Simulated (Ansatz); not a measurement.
Relaxed BP (zinc blende):

```
BP
1.0
    0.00000     4.54829     4.54829
    2.27414     0.00000     2.27414
    2.27414     2.27414     0.00000
P B
2 2
Cartesian
  3.41121   3.41121   3.41121
  3.41121   5.68536   5.68536
  0.00000   0.00000   0.00000
  2.27414   4.54829   2.27414
```

The atoms are displaced by Q × the pattern below (from a DFPT mode at L = (0.5, 0.0, 0.0), largest move 1; Q in Å), at fixed cell. It is one choice among 2 degenerate patterns. (q is in reciprocal vectors of the primitive cell; the cell shown is doubled to hold the pattern.)

```json
[
 {"atom": "P1", "x": "0.285", "y": "-0.520", "z": "0.805"},
 {"atom": "P2", "x": "-0.285", "y": "0.520", "z": "-0.805"},
 {"atom": "B3", "x": "-0.263", "y": "0.479", "z": "-0.742"},
 {"atom": "B4", "x": "0.263", "y": "-0.479", "z": "0.742"}
]
```

All values below come from PBE (plane waves to 420 eV, PAW, scalar-relativistic; Ansatz, a quantum-chemistry and plane-wave program). k mesh 6×12×12 (Γ-centred), Fermi-Dirac smearing 0.05 eV. Energies are smeared free energies. BP was relaxed with its symmetry unable to fall. The PAW data are Ansatz's earlier set. The zero of ΔE is the undisplaced structure.

```
Q (Å)   ΔE (meV/cell)
------  -------------
-0.180          244.7
-0.120          108.0
-0.060           26.9
0.000             0.0
0.060            26.9
0.120           108.0
0.180           244.7
```

Which DFPT wavenumber at L = (0.5, 0.0, 0.0) belongs to this mode?
A. 225 cm⁻¹
B. 506 cm⁻¹
C. 751 cm⁻¹

A, 225 cm⁻¹. The curvature of the scan gives 225 cm⁻¹

(A displaced cell: forces are minus the slopes of the energy, force constants its curvatures, and phonons follow from these.)
